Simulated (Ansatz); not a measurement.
Put ScAlN2 in Cmmm (No. 65): Sc on 2c; Al on 2d; N on 4g.

These are results of DFT PBE, scalar-relativistic, plane waves, PAW (Ansatz 0.2.0), not measurements. Cutoff 420 eV, Γ-centred mesh, Gaussian smearing, no spin polarisation.

Formation energies are uncorrected and refer to the elements' standard structures at the same level (N₂ as a molecule).

Q: Which cell and coordinates does it relax to?

A:

Space group Cmmm (No. 65). a = 5.485 Å, b = 6.061 Å, c = 4.274 Å, α = 90.00°, β = 90.00°, γ = 90.00°
```
atom  site  symmetry       x       y       z
  Sc    2c       mmm  0.5000  0.0000  0.5000
  Al    2d       mmm  0.0000  0.0000  0.5000
   N    4g       2mm  0.3875  0.0000  0.0000
```

Around Sc lie 4 N at 2.22 Å, 2 Al at 2.74 Å and 2 Al at 3.03 Å; Al is surrounded by 2 Sc at 2.74 Å, 4 N at 3.01 Å and 2 Sc at 3.03 Å; N has 1 N at 1.23 Å, 2 Sc at 2.22 Å and 2 Al at 3.01 Å. Another local minimum with the same sites may exist.

Q: And its energy and gap?

A: The energy over the elements is +0.19 eV/atom and the gap on the 12×12×12 mesh of the 4-atom cell is 0 eV (a metal). It can't be a ground state, since the elements alone are lower.

The last run used Gaussian smearing of 0.10 eV. Symmetry constrained the relaxation, so the result can be a saddle point. Another cell of ScAlN2 relaxed alike, in P-3m1, lies 1.45 eV/atom lower, so this cell isn't the stable form at this level.
